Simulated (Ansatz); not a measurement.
## ZnCu (CsCl type), energy against volume

ZnCu (CsCl type)

```xyz
2
Lattice="2.9638 0.0000 0.0000 0.0000 2.9638 0.0000 0.0000 0.0000 2.9638" Properties=species:S:1:pos:R:3 pbc="T T T"
Zn     1.4819     1.4819     1.4819
Cu     0.0000     0.0000     0.0000
```

Equation-of-state scan: isotropic scaling of the cell above, V₀ being its volume. Symmetry pins the atoms to their sites.

Level of theory: PBE (plane waves to 420 eV, PAW, scalar-relativistic; Ansatz, a program for electronic structure). k mesh 16×16×16 (Γ-centred), Fermi-Dirac smearing 0.05 eV. The energy includes the smearing's −TS. Stress and pressure are positive under compression. ZnCu is run without spin polarisation. ZnCu was relaxed with its symmetry unable to fall. The zero of ΔE is the relaxed starting cell.

```csv
V (Å³/atom),ΔE (meV/atom),P (GPa)
12.236,19,8.3
12.367,13,6.7
12.497,8,5.2
12.627,4,3.8
12.757,2,2.4
12.887,0,1.2
13.017,0,0.0
13.148,0,-1.1
13.278,2,-2.2
13.408,4,-3.2
13.538,7,-4.1
13.668,11,-5.0
13.799,15,-5.8
```

Key numbers:

| Quantity | Result |
|---|---|
| Pressure at the smallest volume | 8.3 GPa |
| Energy cost of the largest compression | 19 meV/atom |
| Energy cost of the largest expansion | 15 meV/atom |
| Bulk modulus B₀ (third-order Birch-Murnaghan fit) | 115 GPa |
| Pressure derivative B₀′ (fit) | 5.0 |
| Equilibrium volume of the fit | 13.02 Å³/atom |
| Pressure for 5 % compression (fit) | 6.7 GPa |

(Under strain, the slope of the energy per volume gives the stress and its curvature an elastic modulus.)
